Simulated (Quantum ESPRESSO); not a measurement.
Ti2HfF4O4, finding a planted mistake in a log

Computed values, not a measurement. The program is pw.x of Quantum ESPRESSO 7.5 (plane-wave density functional theory). The cell is made up: 11 atoms on a fluorite lattice with one site empty, with randomly drawn elements, strain and displacements, not relaxed. PseudoDojo standard norm-conserving files (v0.5 for PBE, v0.4.1 for LDA and PBEsol) set the functional; there is no spin polarisation, spin-orbit coupling or dispersion term, and the masses in the input are unused placeholders.

The hafnium pseudopotential is less sure than the others, with forces about 3 percent (worst 6) and pressure in oxides about 1.5 GPa (worst 2.7) from a second method in checks, which no rerun with the same files tests.

Intended input:

```
&control calculation='scf', pseudo_dir='./dojo.nc.sr.pbe.v0_5.standard.upf', outdir='./o', disk_io='medium', tprnfor=.true., tstress=.true. /
&system ibrav=0, nat=11, ntyp=4, nbnd=50, ecutwfc=84.00895049, nosym=.true., tot_charge=0,
 occupations='smearing', smearing='fd', degauss=0.0018374661
/
&electrons conv_thr=7.350e-09, electron_maxstep=60, /
ATOMIC_SPECIES
F 1.0 F.upf
Hf 1.0 Hf.upf
O 1.0 O.upf
Ti 1.0 Ti.upf
CELL_PARAMETERS angstrom
4.9273 0.0391 0.0741
0.0391 4.9222 -0.0021
0.0741 -0.0021 4.8539
ATOMIC_POSITIONS angstrom
Ti 0.0194 0.0347 0.0407
Hf 2.4757 0.0085 2.5091
Ti 2.4689 2.4757 0.0366
F 1.3244 1.2325 1.2326
F 1.3974 1.2517 3.6157
O 1.2859 3.7092 1.2071
F 1.3366 3.7771 3.6602
F 3.7095 1.2901 1.2641
O 3.8121 1.299 3.7516
O 3.7042 3.7911 1.2643
O 3.7706 3.7357 3.6928
K_POINTS automatic
5 5 5 1 1 1
```

The log is shortened where brackets say so; the opening notice, blank lines, dates and the lines on written files are dropped, and the path of the files is cut. It prints rydbergs, bohrs and kilobars, and counts compression as positive stress. Where no state is partly filled, the Fermi energy that it prints is only some level between the filled and the empty states on the mesh, and need not lie in the true gap.

Log of the intended run:

```
     Program PWSCF v.7.5
     Parallel version (MPI & OpenMP), running on       1 processor cores
     Number of MPI processes:                 1
     Threads/MPI process:                     1
     [start-up lines left out]
     bravais-lattice index     =            0
     lattice parameter (alat)  =       9.3126  a.u.
     unit-cell volume          =     794.1974 (a.u.)^3
     number of atoms/cell      =           11
     number of atomic types    =            4
     number of electrons       =        88.00
     number of Kohn-Sham states=           50
     kinetic-energy cutoff     =      84.0090  Ry
     charge density cutoff     =     336.0358  Ry
     scf convergence threshold =      7.3E-09
     mixing beta               =       0.7000
     number of iterations used =            8  plain     mixing
     Exchange-correlation= PBE
                           (   1   4   3   4   0   0   0)
     [axes and pseudopotential details left out]
   Cartesian axes
     site n.     atom                  positions (alat units)
         1        Ti     tau(   1) = (   0.0039367   0.0070414   0.0082589  )
         2        Hf     tau(   2) = (   0.5023729   0.0017248   0.5091505  )
         3        Ti     tau(   3) = (   0.5009931   0.5023729   0.0074269  )
         4        F      tau(   4) = (   0.2687493   0.2501008   0.2501211  )
         5        F      tau(   5) = (   0.2835626   0.2539969   0.7337035  )
         6        O      tau(   6) = (   0.2609369   0.7526767   0.2449466  )
         7        F      tau(   7) = (   0.2712250   0.7664551   0.7427335  )
         8        F      tau(   8) = (   0.7527376   0.2617891   0.2565132  )
         9        O      tau(   9) = (   0.7735573   0.2635951   0.7612806  )
        10        O      tau(  10) = (   0.7516621   0.7692960   0.2565537  )
        11        O      tau(  11) = (   0.7651361   0.7580541   0.7493488  )
     number of k points=    63  Fermi-Dirac smearing, width (Ry)=  0.0018
                       cart. coord. in units 2pi/alat
        k(    1) = (   0.0977208   0.0993845   0.1000780), wk =   0.0320000
        k(    2) = (   0.0946655   0.0994954   0.3031785), wk =   0.0320000
     [further k points left out]
     Dense  grid:    82623 G-vectors     FFT dimensions: (  60,  60,  54)
     Estimated max dynamical RAM per process >     136.48 MB
     Initial potential from superposition of free atoms
     starting charge      87.9949, renormalised to      88.0000
     Starting wfcs are   62 randomized atomic wfcs
     total cpu time spent up to now is       24.5 secs
     per-process dynamical memory:    83.2 Mb
     Self-consistent Calculation
     iteration #  1     ecut=    84.01 Ry     beta= 0.70
     Davidson diagonalization with overlap
     ethr =  1.00E-02,  avg # of iterations =  2.0
     total cpu time spent up to now is       72.3 secs
     total energy              =    -678.01346449 Ry
     estimated scf accuracy    <       4.74602350 Ry
     iteration #  2     ecut=    84.01 Ry     beta= 0.70
     Davidson diagonalization with overlap
     ethr =  5.39E-03,  avg # of iterations =  7.1
     total cpu time spent up to now is      150.9 secs
     total energy              =    -670.59333675 Ry
     estimated scf accuracy    <     104.11228252 Ry
     [iterations 3 to 22 left out]
     iteration # 23     ecut=    84.01 Ry     beta= 0.70
     Davidson diagonalization with overlap
     ethr =  7.11E-11,  avg # of iterations =  6.0
     total cpu time spent up to now is     1273.9 secs
     total energy              =    -680.70595410 Ry
     estimated scf accuracy    <       0.00000003 Ry
     iteration # 24     ecut=    84.01 Ry     beta= 0.70
     Davidson diagonalization with overlap
     ethr =  3.50E-11,  avg # of iterations =  1.2
     total cpu time spent up to now is     1328.7 secs
     End of self-consistent calculation
     [lines on levels left out]
     the Fermi energy is     9.9799 ev
!    total energy              =    -680.70595410 Ry
     estimated scf accuracy    <          5.7E-09 Ry
     smearing contrib. (-TS)   =      -0.00000046 Ry
     internal energy E=F+TS    =    -680.70595364 Ry
     The total energy is F=E-TS. E is the sum of the following terms:
     one-electron contribution =    -230.67146380 Ry
     hartree contribution      =     162.68475310 Ry
     xc contribution           =    -141.15724670 Ry
     ewald contribution        =    -471.56199624 Ry
     convergence has been achieved in  24 iterations
     Forces acting on atoms (cartesian axes, Ry/au):
     atom    1 type  4   force =    -0.18072217   -0.13570029    0.01293915
     atom    2 type  2   force =     0.17254570   -0.11467044   -0.04797136
     atom    3 type  4   force =     0.16295008    0.15444219   -0.00530396
     atom    4 type  1   force =    -0.02906354    0.01550842   -0.03997554
     atom    5 type  1   force =    -0.06278931    0.05573894    0.06482591
     atom    6 type  3   force =     0.00810246    0.02543818   -0.06574072
     atom    7 type  1   force =    -0.04064327   -0.02605788    0.02507653
     atom    8 type  1   force =     0.00466467    0.01962163    0.00735095
     atom    9 type  3   force =    -0.02229142   -0.03514038    0.06233294
     atom   10 type  3   force =     0.02162951    0.02504347   -0.07526929
     atom   11 type  3   force =    -0.03438271    0.01577615    0.06173539
     Total force =     0.432329     Total SCF correction =     0.000187
     Computing stress (Cartesian axis) and pressure
          total   stress  (Ry/bohr**3)                   (kbar)     P=       34.90
   0.00003682  -0.00011023  -0.00039983            5.42      -16.22      -58.82
  -0.00011023   0.00011452  -0.00013644          -16.22       16.85      -20.07
  -0.00039983  -0.00013644   0.00056046          -58.82      -20.07       82.45
     init_run     :     22.96s CPU     24.31s WALL (       1 calls)
     electrons    :   1232.33s CPU   1304.19s WALL (       1 calls)
     forces       :     10.70s CPU     10.81s WALL (       1 calls)
     stress       :     39.26s CPU     39.44s WALL (       1 calls)
     [timing details left out]
     PWSCF        :  21m45.59s CPU  22m59.48s WALL
     JOB DONE.
```

A second run was made from an input with one planted mistake. Its log:

```
     Program PWSCF v.7.5
     Parallel version (MPI & OpenMP), running on       4 processor cores
     Number of MPI processes:                 4
     Threads/MPI process:                     1
     [start-up lines left out]
     bravais-lattice index     =            0
     lattice parameter (alat)  =       9.3126  a.u.
     unit-cell volume          =     794.1974 (a.u.)^3
     number of atoms/cell      =           11
     number of atomic types    =            4
     number of electrons       =        88.00
     number of Kohn-Sham states=           68
     kinetic-energy cutoff     =      84.0090  Ry
     charge density cutoff     =     336.0358  Ry
     scf convergence threshold =      7.3E-09
     mixing beta               =       0.7000
     number of iterations used =            8  plain     mixing
     Exchange-correlation= PBE
                           (   1   4   3   4   0   0   0)
     [axes and pseudopotential details left out]
   Cartesian axes
     site n.     atom                  positions (alat units)
         1        Ti     tau(   1) = (   0.0039367   0.0070414   0.0082589  )
         2        Hf     tau(   2) = (   0.5023729   0.0017248   0.5091505  )
         3        Ti     tau(   3) = (   0.5009931   0.5023729   0.0074269  )
         4        F      tau(   4) = (   0.2687493   0.2501008   0.2501211  )
         5        F      tau(   5) = (   0.2835626   0.2539969   0.7337035  )
         6        O      tau(   6) = (   0.2609369   0.7526767   0.2449466  )
         7        F      tau(   7) = (   0.2712250   0.7664551   0.7427335  )
         8        F      tau(   8) = (   0.7527376   0.2617891   0.2565132  )
         9        O      tau(   9) = (   0.7735573   0.2635951   0.7612806  )
        10        O      tau(  10) = (   0.7516621   0.7692960   0.2565537  )
        11        O      tau(  11) = (   0.7651361   0.7580541   0.7493488  )
     number of k points=    63  Fermi-Dirac smearing, width (Ry)=  0.0390
                       cart. coord. in units 2pi/alat
        k(    1) = (   0.0977208   0.0993845   0.1000780), wk =   0.0320000
        k(    2) = (   0.0946655   0.0994954   0.3031785), wk =   0.0320000
     [further k points left out]
     Dense  grid:    82623 G-vectors     FFT dimensions: (  60,  60,  54)
     Estimated max dynamical RAM per process >     322.54 MB
     Estimated total dynamical RAM >       1.20 GB
     Initial potential from superposition of free atoms
     starting charge      87.9949, renormalised to      88.0000
     Starting wfcs are   62 randomized atomic wfcs +    6 random wfcs
     total cpu time spent up to now is        9.2 secs
     per-process dynamical memory:   260.1 Mb
     Self-consistent Calculation
     iteration #  1     ecut=    84.01 Ry     beta= 0.70
     Davidson diagonalization with overlap
     ethr =  1.00E-02,  avg # of iterations =  6.5
     total cpu time spent up to now is       41.8 secs
     total energy              =    -678.14436920 Ry
     estimated scf accuracy    <       4.60263733 Ry
     iteration #  2     ecut=    84.01 Ry     beta= 0.70
     Davidson diagonalization with overlap
     ethr =  5.23E-03,  avg # of iterations =  2.0
     total cpu time spent up to now is       66.7 secs
     total energy              =    -670.89742368 Ry
     estimated scf accuracy    <     102.43087520 Ry
     [iterations 3 to 15 left out]
     iteration # 16     ecut=    84.01 Ry     beta= 0.70
     Davidson diagonalization with overlap
     ethr =  1.41E-10,  avg # of iterations =  2.0
     total cpu time spent up to now is      349.4 secs
     total energy              =    -680.79670338 Ry
     estimated scf accuracy    <       0.00000002 Ry
     iteration # 17     ecut=    84.01 Ry     beta= 0.70
     Davidson diagonalization with overlap
     ethr =  2.36E-11,  avg # of iterations =  2.0
     total cpu time spent up to now is      373.0 secs
     End of self-consistent calculation
     [lines on levels left out]
     the Fermi energy is     9.7537 ev
!    total energy              =    -680.79670338 Ry
     estimated scf accuracy    <          4.3E-09 Ry
     smearing contrib. (-TS)   =      -0.21148898 Ry
     internal energy E=F+TS    =    -680.58521440 Ry
     The total energy is F=E-TS. E is the sum of the following terms:
     one-electron contribution =    -231.00356200 Ry
     hartree contribution      =     163.18537580 Ry
     xc contribution           =    -141.20503196 Ry
     ewald contribution        =    -471.56199624 Ry
     convergence has been achieved in  17 iterations
     Forces acting on atoms (cartesian axes, Ry/au):
     atom    1 type  4   force =    -0.12781520   -0.09944389    0.01022112
     atom    2 type  2   force =     0.15039842   -0.09583956   -0.05018243
     atom    3 type  4   force =     0.12404442    0.11178677    0.00079262
     atom    4 type  1   force =    -0.02676639    0.01252761   -0.03672720
     atom    5 type  1   force =    -0.05950589    0.05221759    0.06248931
     atom    6 type  3   force =     0.00886983    0.02888122   -0.04744200
     atom    7 type  1   force =    -0.03417237   -0.02486860    0.02435939
     atom    8 type  1   force =     0.00256627    0.01428711    0.00683519
     atom    9 type  3   force =    -0.02298484   -0.03501563    0.04110424
     atom   10 type  3   force =     0.01238733    0.01591120   -0.06499794
     atom   11 type  3   force =    -0.02702157    0.01955618    0.05354769
     Total force =     0.344656     Total SCF correction =     0.000189
     Computing stress (Cartesian axis) and pressure
          total   stress  (Ry/bohr**3)                   (kbar)     P=       66.05
   0.00029508  -0.00011893  -0.00040931           43.41      -17.50      -60.21
  -0.00011893   0.00032636  -0.00014159          -17.50       48.01      -20.83
  -0.00040931  -0.00014159   0.00072547          -60.21      -20.83      106.72
     init_run     :      8.42s CPU      8.86s WALL (       1 calls)
     electrons    :    361.52s CPU    363.88s WALL (       1 calls)
     forces       :      3.34s CPU      3.45s WALL (       1 calls)
     stress       :     11.36s CPU     11.45s WALL (       1 calls)
     [timing details left out]
     PWSCF        :   6m25.08s CPU   6m28.23s WALL
     JOB DONE.
```

Question: what was wrong in the second input?

Answer: the smearing is too wide. The input lines that differ, file-writing options aside:

```
- &system ibrav=0, nat=11, ntyp=4, nbnd=50, ecutwfc=84.00895049, nosym=.true., tot_charge=0,
+ &system ibrav=0, nat=11, ntyp=4, nbnd=68, ecutwfc=84.00895049, nosym=.true., tot_charge=0,
-  occupations='smearing', smearing='fd', degauss=0.0018374661
+  occupations='smearing', smearing='fd', degauss=0.0389542815
```

|  | intended run | run with the mistake |
| --- | --- | --- |
| free energy (eV) | -9261.476 | -9262.711 |
| smearing term -TS (eV) | 0.0000 | -2.8775 |
| pressure (GPa) | 3.49 | 6.60 |
| largest force component (eV/Å) | 4.647 | 3.867 |
| largest change of a force component (eV/Å) |  | 1.360 |
| iterations | 24 | 17 |

For scale, a rerun of the intended cell at a cutoff of 1437 eV and k mesh 7 x 7 x 7 moved values by no more than 0.003 eV in energy, 0.04 GPa in stress and 0.004 eV/Å in force. The number of bands, nbnd, was set by rule from the electron count and the smearing, so it follows the mistake.